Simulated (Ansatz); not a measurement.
Hf (hcp (Mg type), P6_3/mmc) under volume change, DFT-r²SCAN in the program Ansatz with PAW potentials, shape and atoms relaxed at each volume.

| V (Å³/atom) | E − E(relaxed) (meV/atom) | P (GPa) |
|---|---|---|
| 20.334 | 71.7 | 12.22 |
| 21.004 | (withheld) | (withheld) |
| 21.675 | (withheld) | (withheld) |
| 22.345 | 0.0 | 0.00 |
| 23.016 | 6.6 | -3.10 |
| 23.686 | 25.4 | -5.83 |
| 24.356 | 54.9 | -8.23 |

Q: Complete the blanks.

A: 
- 21.004, E − E(relaxed) (meV/atom): 30.4
- 21.004, P (GPa): 7.61
- 21.675, E − E(relaxed) (meV/atom): 7.2
- 21.675, P (GPa): 3.55

Q: What does a third-order Birch–Murnaghan fit give for V₀, B₀ and B′?

A: V₀ = 22.35 Å³/atom, B₀ = 111 GPa, B′ = 3.4.

Symmetry was held in the r²SCAN relaxation; of distortions, only those at the zone centre were tested. The run is not spin-polarised. Scalar-relativistic: spin–orbit coupling is off unless named, which matters more the heavier the elements.

Potentials: the earlier of the program's two PAW sets.
